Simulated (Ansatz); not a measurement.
GaMo3N:
```yaml
crystal:
  lattice:
    - [4.10304, 0.00000, 0.00000]
    - [0.00000, 4.10304, 0.00000]
    - [0.00000, 0.00000, 4.10304]
  atoms:
    - { symbol: Ga, position: [0.00000, 0.00000, 0.00000] }
    - { symbol: Mo, position: [0.00000, 0.50000, 0.50000] }
    - { symbol: Mo, position: [0.50000, 0.00000, 0.50000] }
    - { symbol: Mo, position: [0.50000, 0.50000, 0.00000] }
    - { symbol: N, position: [0.50000, 0.50000, 0.50000] }
```

Relaxed with PBE. Special points in fractions of this cell's reciprocal vectors: Γ (0.000, 0.000, 0.000); X (0.000, 0.500, 0.000); M (0.500, 0.500, 0.000); R (0.500, 0.500, 0.500).

Problem. List the band energies nearest the Fermi level at these points for plane-wave PAW PBE with spin–orbit coupling (Ansatz code).

Solution. In eV from the Fermi level; about four levels below and three above (degenerate sets whole), none deeper than 8.9 eV; points with the same levels are listed once.

| k | below | above |
|---|---|---|
| Γ | -3.45 -3.45 -3.45 -3.45 | 0.23 0.23 0.23 0.23 |
| X | -0.81 -0.81 -0.57 -0.57 | 0.11 0.11 0.20 0.20 |
| M | -1.45 -1.45 -1.38 -1.38 | 0.02 0.02 0.27 0.27 |
| R | -1.47 -1.47 -1.47 -1.47 -1.37 -1.37 | 1.04 1.04 1.04 1.04 |

Space group Pm-3m (anti-perovskite). The start of the workflow was typed in or built on a structure type; neither database checked (COD, Materials Project) lists it. Whether it is the stable phase at ambient conditions was not checked. The PBE relaxation kept the symmetry of its start; its stability against distortions is not shown here. The workflow began spin-polarised and lost its moments. The volume moved by 15 % from the start of the relaxation.

Potentials: the later of the program's two PAW sets.
